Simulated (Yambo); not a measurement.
Yambo run on GeTe (space group R3m, No. 160). The wavefunctions are PBE (stringent potentials; Quantum ESPRESSO, PseudoDojo norm-conserving, 124 Ry, scalar-relativistic) ones on a 4×4×4 mesh (23 occupied bands); a = b = c = 4.4222 Å, α = β = γ = 56.93°.

Yambo input:

```
rim_cut
gw0
dyson
el_el_corr
HF_and_locXC
cohsex
em1s
RandQpts= 1000000
RandGvec= 1 Ry
EXXRLvcs= 124 Ry
VXCRLvcs= 496 Ry
Chimod= "HARTREE"
% BndsRnXs
 9 | 254 |
%
NGsBlkXs= 15 Ry
% LongDrXs
 1.0 | 1.0 | 1.0 |
%
ExtendOut
% QPkrange
 3 | 3 | 23 | 24 |
%
```

k points by index: 3 = L.

Resulting energies as the program prints them:

```
#    K-point    Band    Eo [eV]    E [eV]    E-Eo [eV]    Vxc [eV]    Vnlxc [eV]    Sc|Eo [eV]    Re(Z)    Im(Z)
#
    3    23    0.000000    -2.426025    -2.426025    -12.87090    -13.39109    -1.905839    1.000000    0.000000
    3    24    0.800957    -1.247218    -2.048174    -11.34812    -8.225193    -5.171101    1.000000    0.000000
```
(The two width columns are left out.) Convergence of these settings isn't established.

Spin-orbit coupling is not included.

Geometry relaxed with PBE+D3(BJ).
